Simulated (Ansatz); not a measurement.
MgTlF3:
```yaml
crystal:
  lattice:
    - [4.08023, 0.00000, 0.00000]
    - [0.00000, 4.08023, 0.00000]
    - [0.00000, 0.00000, 4.08023]
  atoms:
    - { symbol: Mg, position: [0.00000, 0.00000, 0.00000] }
    - { symbol: Tl, position: [0.50000, 0.50000, 0.50000] }
    - { symbol: F, position: [0.50000, 0.00000, 0.00000] }
    - { symbol: F, position: [0.00000, 0.50000, 0.00000] }
    - { symbol: F, position: [0.00000, 0.00000, 0.50000] }
```

DFT-r²SCAN in the program Ansatz with PAW potentials gives a gap of 4.65 eV without spin–orbit coupling, maximum at M, minimum at X.

### Question
What happens when spin–orbit coupling is switched on?

### Answer
The gap falls by 0.24 eV, to 4.41 eV; maximum at M, minimum at X.

### Question
Give the electron effective mass with spin–orbit coupling.

### Answer
0.25, 0.75, 0.75 mₑ (principal values).

### Question
Give the hole effective mass with spin–orbit coupling.

### Answer
0.65, 8.1, 8.1 mₑ (principal values).

Space group Pm-3m (cubic perovskite). The workflow started from a Materials Project entry (that database holds measured and hypothetical structures alike); the Crystallography Open Database copy checked does not list it. Whether it is the stable phase at ambient conditions was not checked. The r²SCAN relaxation kept the symmetry of its start; its stability against distortions is not shown here.

Potentials: the later of the program's two PAW sets.
